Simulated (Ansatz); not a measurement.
A geometry of Zn away from equilibrium: step 2 of the relaxation of a relaxed Zn cell, doubled along one cell vector, shaken by Gaussian noise of σ = 0.08 Å a coordinate. These are PBE (plane waves to 420 eV, PAW, scalar-relativistic; Ansatz, a quantum-chemistry and plane-wave program) values and carry that method's errors. Γ-centred k-mesh 15×8×15 on the run's cell (coarser than for final values), Fermi–Dirac smearing 0.05 eV.

```
Zn
1.0
   -0.01562     2.42500     2.48082
    2.57436     0.00174     4.94358
    1.29193     2.41828    -0.00164
Zn
2
Direct
  0.49490   0.23437   0.55093
  0.53373   0.74927   0.51224
```

Question: Predict the force on each atom, in eV/Å.

Answer: 
```json
[
 {"atom": "Zn1", "Fx": "0.11", "Fy": "-0.02", "Fz": "0.18"},
 {"atom": "Zn2", "Fx": "-0.11", "Fy": "0.02", "Fz": "-0.18"}
]
```

Question: What is the pressure?

Answer: +0.4 GPa, compression positive.

Question: How far above the relaxed end point is this geometry?

Answer: 0.01 eV/atom; the path ends in P-1 (No. 2) at a tolerance of 0.01 Å, Fmmm (No. 69) at 0.1 Å.

No spin polarisation in the result.

The run could not lose the symmetry of its start, so the end can be a saddle point.

The end of the path is a generated cell of Zn: the first start was made by placing the elements on the sites of a structure type, and the end was not matched to a known phase here, so it may be hypothetical. Known forms of Zn include space group No. 194.
